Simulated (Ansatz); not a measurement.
Sb2Au in space group Pa-3 (No. 205; Sb on 8c, Au on 4a) under volume change, DFT-PBEsol in the program Ansatz with PAW potentials, shape and atoms relaxed at each volume.

```tsv
V (Å³/atom)	E − E(relaxed) (meV/atom)	P (GPa)
22.542	65.8	10.39
23.285	27.4	6.29
24.029	6.4	2.86
24.772	0.0	0.00
25.515	5.7	-2.38
26.258	21.4	-4.34
27.001	45.4	-5.96
```

Task: What does a third-order Birch–Murnaghan fit give for V₀, B₀ and B′?

Result: V₀ = 24.77 Å³/atom, B₀ = 86.4 GPa, B′ = 5.1.

The first step of the workflow began from a Materials Project structure, measured or hypothetical; the Crystallography Open Database files this formula in space group No. 205, but the cells were not matched. Whether it is the stable phase at ambient conditions was not checked. The PBEsol relaxation kept the symmetry of its start; whether a distortion lowers the energy is not shown. Spin–orbit coupling is left out wherever it is not named.

Potentials: the later of the program's two PAW sets.
